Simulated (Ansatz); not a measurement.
Two states of SrNiO2

```
Sr Ni O
1.0
     1.78069    8.13619    0.00000
     1.78069   -8.13619    0.00000
     0.00000    0.00000   -3.89355
Sr Ni O
2 2 4
Direct
  0.33100 0.66900 0.75000
  0.66900 0.33100 0.25000
  0.06100 0.93900 0.75000
  0.93900 0.06100 0.25000
  0.94500 0.05500 0.75000
  0.05500 0.94500 0.25000
  0.18100 0.81900 0.75000
  0.81900 0.18100 0.25000
```

Level: r2SCAN, with U_eff = 5.45 eV on Ni d (all-electron-ortho-atomic projectors); 500 eV; 5×5×5 Γ-centred mesh; fermi-dirac occupations (width 0.1 eV); Ansatz 0.2.0, fixed geometry.

State A: Ni3 up, Ni4 down (collinear spin). State B: Ni3 up, Ni4 up (collinear spin).

**Question.** Which state is lower, and how do they differ?

**Answer.** State B is lower by 2.1 meV an atom at zero smearing.

```csv
state,free energy (meV/atom),largest moment in a small sphere (μB),net moment (μB/cell),gap on mesh (eV),pressure (GPa),largest force (eV/Å)
A,2.1,1.68,0.00,2.46,6.1,0.69
B,0.0,1.67,4.00,2.21,6.0,0.67
```

Origin: a database entry at a rescaled volume. Caveats: gaps of Fe, Co and Ni magnets come out low on these datasets; an odd or shifted mesh can miss the band edges, so this level's true gap may be smaller.
